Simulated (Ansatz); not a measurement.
An Ansatz (an electronic-structure program) run. Input:

Ansatz 0.2 input:
```yaml
crystal:
  lattice:
    - [0.0, 2.3980503998, 2.3980503998]
    - [2.3980503998, 0.0, 2.3980503998]
    - [2.3980503998, 2.3980503998, 0.0]
  atoms:
    - { symbol: Be, position: [0.0, 0.0, 0.0] }
    - { symbol: S, position: [0.25, 0.25, 0.25] }
kpoints:
  mp_grid: { grid: [10, 10, 10] }
hamiltonian:
  xc: lda
  pseudopotentials: { azcp: { folder: ./paw }, kind: paw }
scf:
  occupations: { method: fixed }
elastic: { mode: relaxed_ion, stencil: two_point, amplitude: 0.005, f_tol: 0.0005 }
output: { polarization: {} }
```

Output (shortened):

```
Pseudopotential: Be, paw, valence charge 2
Pseudopotential: S, paw, valence charge 6
Functional definition: SPW92
Crystal: 2 atoms, lattice volume = 27.581 Å³
Basis set: ecut = 420 eV, 537 PW (Γ)
Bands: 8, of which v1, the nominal top of the filled ones, is band 4 counted from 1 (3 counted from 0)
Symmetry: 24 space group operations
Space group: F-43m (ITA 216), of the structure as read, at distance tolerance 3.0e-5 Å
k-points: 47 of 1000 (time reversal used)
SCF 1 converged in 9 iterations: F = -960.018788 eV  dr2 = 2.10e-15
Crystal: 2 atoms, lattice volume = 27.443 Å³
Basis set: ecut = 420 eV, 535 PW (Γ)
Symmetry: 8 space group operations
k-points: 102 of 1000 (time reversal used)
SCF 2 converged in 7 iterations: F = -960.018432 eV  dr2 = 7.79e-14
Crystal: 2 atoms, lattice volume = 27.719 Å³
SCF 3 converged in 8 iterations: F = -960.018417 eV  dr2 = 1.78e-15
Crystal: 2 atoms, lattice volume = 27.581 Å³
Symmetry: 4 space group operations
k-points: 171 of 1000 (time reversal used)
SCF 4 converged in 9 iterations: F = -960.018561 eV  dr2 = 5.42e-15
relax step   1: F+E_penalty+E_count = -960.01856136 eV  Δ(F+E_penalty+E_count) = +0.000e0 eV  max|allowed force component| = 2.604e-2 eV/Å  Δτ_max = 0.0000 Å  (9 SCF iters, accepted)
Crystal: 2 atoms, lattice volume = 27.581 Å³
SCF 5 converged in 7 iterations: F = -960.018584 eV  dr2 = 6.30e-14
relax step   2: F+E_penalty+E_count = -960.01858444 eV  Δ(F+E_penalty+E_count) = -2.308e-5 eV  max|allowed force component| = 1.609e-2 eV/Å  Δτ_max = 0.0005 Å  (7 SCF iters, accepted)
Crystal: 2 atoms, lattice volume = 27.581 Å³
SCF 6 converged in 7 iterations: F = -960.018599 eV  dr2 = 2.03e-14
relax step   3: F+E_penalty+E_count = -960.01859868 eV  Δ(F+E_penalty+E_count) = -1.424e-5 eV  max|allowed force component| = 5.257e-8 eV/Å  Δτ_max = 0.0009 Å  (7 SCF iters, accepted)
Crystal: 2 atoms, lattice volume = 27.581 Å³
SCF 7 converged in 2 iterations: F = -960.018599 eV  dr2 = 2.91e-15
Crystal: 2 atoms, lattice volume = 27.581 Å³
SCF 8 converged in 9 iterations: F = -960.018561 eV  dr2 = 5.18e-15
relax step   1: F+E_penalty+E_count = -960.01856136 eV  Δ(F+E_penalty+E_count) = +0.000e0 eV  max|allowed force component| = 2.604e-2 eV/Å  Δτ_max = 0.0000 Å  (9 SCF iters, accepted)
Crystal: 2 atoms, lattice volume = 27.581 Å³
SCF 9 converged in 7 iterations: F = -960.018584 eV  dr2 = 6.34e-14
relax step   2: F+E_penalty+E_count = -960.01858444 eV  Δ(F+E_penalty+E_count) = -2.308e-5 eV  max|allowed force component| = 1.609e-2 eV/Å  Δτ_max = 0.0005 Å  (7 SCF iters, accepted)
Crystal: 2 atoms, lattice volume = 27.581 Å³
SCF 10 converged in 7 iterations: F = -960.018599 eV  dr2 = 1.91e-14
relax step   3: F+E_penalty+E_count = -960.01859868 eV  Δ(F+E_penalty+E_count) = -1.424e-5 eV  max|allowed force component| = 5.668e-8 eV/Å  Δτ_max = 0.0009 Å  (7 SCF iters, accepted)
Crystal: 2 atoms, lattice volume = 27.581 Å³
SCF 11 converged in 2 iterations: F = -960.018599 eV  dr2 = 2.71e-15
SCF converged after 9 iterations
Free energy (F): -960.018788 eV
Harris-Foulkes:  -960.018788 eV  (|F-HF|=6.82e-13)
Internal energy: -960.018788 eV  (E = F + TS)
E sigma→0 (E₀):  -960.018788 eV
Fermi energy:    5.554286 eV
--- Per-component energies (eV) ---
  E_band       = 2.151448
  E_kinetic    = 128.900599
  E_local      = -117.865376  (includes V_loc(G=0)·N_el)
  E_nonlocal   = 39.539218
  E_hartree    = 34.192064
  E_xc         = -109.286656
  E_vxc        = -104.850720  (∫ρ·V_xc dr)
  E_paw        = -631.481073  (= ΣΔE_a)
  E_vpaw       = -11.956400  (= ΣTr[D̂ρ^β])
  E_aug_tail   =  0.000000  (compensation charges beyond the density's cutoff)
  E_ewald      = -304.201049
  E_core_change = 0.183485  (= ΣΔE_core)
  E_smearing   =  0.000000  (= −TS)
  E_closure    = 0.000000  (closes the sum)
  Σ components = -960.018788   (vs F -960.018788, Δ=0.00e0)
--- Forces (eV/Å), atoms counted from 1 ---
  atom   1  Be     0.00000000     0.00000000     0.00000000
  atom   2  S      0.00000000     0.00000000     0.00000000
  max |Σ_I F_I| component: 3.79e-16 eV/Å
--- Stress (GPa, compression-positive) ---
       -0.009723       0.000000       0.000000
        0.000000      -0.009723       0.000000
        0.000000       0.000000      -0.009723
  P = ⅓ Tr σ = -0.0097 GPa (-0.097 kbar)
--- Band table (eV; the first three rows and the last of 47) ---
  k-point 0: bands = ["-8.3431", "5.5543", "5.5543", "5.5543", "11.0570", "11.0570", "11.0570", "11.4971"]
  k-point 1: bands = ["-8.2232", "4.6896", "5.4113", "5.4113", "11.0490", "11.3085", "11.3085", "12.3830"]
  k-point 2: bands = ["-7.8797", "2.9814", "5.0896", "5.0896", "11.0461", "11.8085", "11.8085", "14.0698"]
  k-point 46: bands = ["-5.9872", "0.9595", "1.7074", "2.0457", "11.2164", "12.7165", "14.6854", "15.2831"]
--- Elastic constants: 2 strain directions × 2 members + reference (group order 24) ---
  dense FFT box of the reference and of every strained cell: 24×24×24
  strains applied: 11, 23; error gains: componentwise 1.00 (the most a stress slope's error grows in a printed constant), spectral 1.73 (1 for all six strains …
  C = ∂σ_k/∂η_j (tension-positive GPa; Voigt order 11 22 33 23 13 12):
       168.494     68.924     68.924      0.000      0.000      0.000
        68.924    168.494     68.924      0.000      0.000      0.000
        68.924     68.924    168.494      0.000      0.000      0.000
         0.000      0.000      0.000     87.011      0.000      0.000
         0.000      0.000      0.000      0.000     87.011      0.000
         0.000      0.000      0.000      0.000      0.000     87.011
  reference stress σ⁰ (GPa):      0.010      0.010      0.010      0.000      0.000      0.000
  moduli (Voigt/Reuss/Hill, GPa): K = 102.11/102.11/102.11   G = 72.12/66.98/69.55   E = 170.04   ν = 0.222
  mechanically stable: yes (min eigenvalue of sym C = 87.01 GPa)
  e, the proper piezoelectric tensor (elastic.mode: relaxed_ion; C/m²; rows x y z; Voigt order 11 22 33 23 13 12):
       0.00000    0.00000    0.00000   -0.14609    0.00000    0.00000
       0.00000    0.00000    0.00000    0.00000   -0.14609    0.00000
       0.00000    0.00000    0.00000    0.00000    0.00000   -0.14609
  ±, each entry's uncertainty from the finite density of the strings (C/m²), an estimate: the size of the correction for it that the entry includes:
       0.00000    0.00000    0.00000    0.00155    0.00000    0.00000
       0.00000    0.00000    0.00000    0.00000    0.00155    0.00000
       0.00000    0.00000    0.00000    0.00000    0.00000    0.00155
  strain η (Voigt 11):  stress-route row diagonal C_11 = 168.49 GPa, energy-path curvature d²(F+E_count+ΔE)/dδ²/Ω₀ = 168.50 GPa
         δ    σ_11 (GPa)             F (eV)   n_scf  n_hpsi   n_pw
    -5.000e-3      -0.8373        -960.0184325       7   19046    548   relax 0 steps, max|allowed force component| 1.84e-16 eV/Å
     5.000e-3       0.8476        -960.0184175       8   18626    550   relax 0 steps, max|allowed force component| 2.78e-17 eV/Å
  strain η (Voigt 23):  stress-route row diagonal C_44 = 87.01 GPa, energy-path curvature d²(F+E_count+ΔE)/dδ²/Ω₀ = 87.00 GPa
         δ    σ_23 (GPa)             F (eV)   n_scf  n_hpsi   n_pw
    -5.000e-3      -0.4351        -960.0185987       2   15588    548   relax 3 steps, max|allowed force component| 5.26e-8 eV/Å
     5.000e-3       0.4351        -960.0185987       2   15579    548   relax 3 steps, max|allowed force component| 5.67e-8 eV/Å
--- Formal polarisation (Berry phase): one branch of a lattice of values; only differences between neighbouring runs are physical ---
  axis  mesh            electronic          ionic      p = total  spread (rad)  least overlap  resolved gap  δp at fixed H ≤   (phases in cycles; p mod 2 …
  b1    10×10×10        0.00000000     1.50000000     1.50000000      0.036687         0.9194        5.5027           1.4e-6
  b2    10×10×10        0.00000000     1.50000000     1.50000000      0.036687         0.9194        5.5027           1.4e-6
  b3    10×10×10        0.00000000     1.50000000     1.50000000      0.036687         0.9194        5.5027           1.4e-6
  quantum along a1:   0.24592257 e/Å² =   394.011392 µC/cm²
  quantum along a2:   0.24592257 e/Å² =   394.011392 µC/cm²
  quantum along a3:   0.24592257 e/Å² =   394.011392 µC/cm²
  P = (  0.26084027,   0.26084027,   0.26084027) e/Å² = (  417.912191,   417.912191,   417.912191) µC/cm²  (mod the quanta)
```

Cost: about 26 core-seconds (a rough figure) on shared cores.

Symmetry was held in the LDA relaxation.

Potentials: the earlier of the program's two PAW sets. The files were generated under PBE; for other functionals the program regenerates the frozen cores, and for LDA and PBEsol the local potential too.

Ansatz is a plane-wave DFT program.
